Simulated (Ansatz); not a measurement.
Space group Ia-3 (No. 206). a = 8.447 Å, b = 8.447 Å, c = 8.447 Å, α = 90.00°, β = 90.00°, γ = 90.00°
| atom | site | symmetry | x | y | z |
| --- | --- | --- | --- | --- | --- |
| Si | 16c | .3. | 0.1412 | 0.6412 | 0.8588 |
| O | 24d | 2.. | 0.5000 | 0.2500 | 0.4302 |
| O | 8b | .-3. | 0.7500 | 0.2500 | 0.2500 |

Equation of state of this SiO₂ structure (not necessarily the ground state), with shape and atoms relaxed at each volume where symmetry leaves them free. These are results of DFT r2SCAN, scalar-relativistic, plane waves, PAW in Ansatz, not measurements.

Settings: cutoff 500 eV, Γ-centred mesh 4×4×4 on the computed 24-atom cell, Gaussian smearing of 0.02 eV; no spin polarisation.

```
V (Å³/atom) E − E(largest V) (meV/atom) P (GPa) gap on mesh (eV)
     11.050                        14.50     7.67              7.08
     11.427                        -0.79     5.38              6.98
     11.803                       -11.10     3.41              6.88
     12.180                       -17.03     1.66              6.75
     12.557                       -19.04     0.04              6.59
     12.933                       -17.39    -1.46              6.44
     13.310                       -12.24    -2.94              6.28
     13.812                         0.00    -4.91              6.06
```

Fit a third-order Birch–Murnaghan equation to E(V).

V0 = 12.56 Å³/atom, B0 = 54 GPa, B0' = 1.6.

The gaps are read on the mesh, which can miss the band edges, so they can be too wide.

This form isn't the usual stable structure of the compound.

Cost: 8 runs of about 18 core-minutes in all, on Intel Xeon Platinum 8488C (Sapphire Rapids) (shared hosts).